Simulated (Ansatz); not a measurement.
Polymorphs of NbRu, each relaxed with DFT-r²SCAN in the program Ansatz with PAW potentials:

A: rock salt (Fm-3m), a = b = c = 5.1632 Å, α = β = γ = 90.00°

B: L1₀ or tetragonal B2 (P4/mmm), a = b = 3.047 Å, c = 3.397 Å, α = β = γ = 90.00°

C: P2/m, a = 4.5814 Å, b = 3.0576 Å, c = 6.9255 Å, α = 90.00°, β = 102.81°, γ = 90.00°

D: CsCl type (Pm-3m), a = 3.1589 Å, b = 3.1589 Å, c = 3.1589 Å, α = 90.00°, β = 90.00°, γ = 90.00°

Task: Rank these by energy per atom at 0 K (lowest first), as r²SCAN gives it.

Result: C (+0 meV/atom), B (+20 meV/atom), D (+47 meV/atom), A (+590 meV/atom)

Typed or built starts, not in the databases checked: A; C. Standing as an ambient phase not checked: B; D. Unstable at this level: A. All cells were relaxed under the symmetry of their starts (and spin orders); stability against distortions was not tested throughout. Rows with no word on spin ran without spin polarisation. Scalar-relativistic: spin–orbit coupling is off unless named, which matters more the heavier the elements.

Energies hold the estimated change up to a 700 eV cutoff; steps of a few meV lie near the error of the meshes.

Potentials: the later of the program's two PAW sets.
